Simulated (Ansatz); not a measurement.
The calculation used DFT PBE, scalar-relativistic, plane waves, PAW (Ansatz). All cells share a 420 eV cutoff and Γ-centred k meshes spaced at most about 0.3 Å⁻¹ (about 0.25 or finer for metals, 2π included). No spin polarisation in the final relaxations.

Temperature and zero-point effects are left out.

Two forms of B2SbP3 were relaxed alike.

1.

```
CELL_PARAMETERS angstrom
3.16003 0.00000 0.00000
-1.58002 2.73667 0.00000
0.00000 0.00000 10.07128
ATOMIC_POSITIONS crystal
B 0.33333 0.66667 0.65472
B 0.66667 0.33333 0.34528
Sb 0.00000 0.00000 0.00000
P 0.00000 0.00000 0.50000
P 0.33333 0.66667 0.26664
P 0.66667 0.33333 0.73336
```

2.

```
CELL_PARAMETERS angstrom
4.09126 0.00000 0.00000
0.00000 4.09126 0.00000
0.00000 0.00000 5.44646
ATOMIC_POSITIONS crystal
B 0.00000 0.50000 0.00000
B 0.50000 0.00000 0.00000
Sb 0.00000 0.00000 0.50000
P 0.50000 0.50000 0.00000
P 0.00000 0.00000 0.00000
P 0.50000 0.50000 0.50000
```

Task: Which form is favoured at zero pressure, and by what margin per atom?

Result: Cell 1 is lower, by 255 meV/atom. Cell 1 has space group P-3m1 (No. 164), 14.5 Å³/atom and no gap on its mesh; cell 2 has space group P4/mmm (No. 123), 15.2 Å³/atom and no gap. Counting P atoms around B and Sb (those within 1.25 times the shortest such distance or 1.15 times the sum of covalent radii, 1.27 where that leaves under three; a plus sign parts nearer from farther groups; the shortest distance is added where it exceeds 1.18 times the sum of covalent radii), cell 1 has B 3+3, Sb 6 from 3.2 Å and cell 2 has B 4, Sb 6. The denser one is the lower, and pressure would at first widen the difference. Even the lower one lies +0.41 eV/atom against the reference forms of the elements (uncorrected), so neither is stable at this level. Both come from invented guesses.

These runs have no spin–orbit coupling, which can matter for Sb. Cells relaxed within their symmetry can be saddle points.
